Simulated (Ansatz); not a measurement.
CuAu (CuAu type, space group P4/mmm)

```xyz
2
Lattice="2.8606 0.0000 0.0000 0.0000 2.8606 0.0000 0.0000 0.0000 3.5518" Properties=species:S:1:pos:R:3 pbc="T T T"
Cu     1.4303     1.4303     1.7759
Au     0.0000     0.0000     0.0000
```

Grid over V/V₀ and (c/a)/(c/a)₀, subscript 0 meaning the relaxed cell; the conventional c axis lies along z; no internal relaxation.

Method: r2SCAN (plane waves to 500 eV, PAW, scalar-relativistic; Ansatz, an electronic-structure program). k mesh 16×16×13 (Γ-centred), Fermi-Dirac smearing 0.05 eV. The energy includes the smearing's −TS. With partly filled bands, the response to shear is sensitive to the k mesh, so small differences along c/a are uncertain. CuAu is run without spin polarisation. CuAu was relaxed with its symmetry unable to fall. Spin-orbit coupling is left out, though Au is heavy. The zero of ΔE is the relaxed starting cell.

### Question
Predict the ΔE (meV/atom) at all points of the grid V/V₀ = 0.960, 0.980, 1.000, 1.020, 1.040 by (c/a)/(c/a)₀ = 0.960, 0.980, 1.000, 1.020, 1.040.

### Answer
ΔE (meV/atom), with V/V₀ across and (c/a)/(c/a)₀ down:

```csv
(c/a)/(c/a)₀ \ V/V₀,0.960,0.980,1.000,1.020,1.040
0.960,14,5,2,5,13
0.980,13,3,1,3,11
1.000,13,3,0,3,11
1.020,13,4,0,3,11
1.040,14,5,1,4,11
```

(Under strain, the slope of the energy per volume gives the stress and its curvature an elastic modulus.)
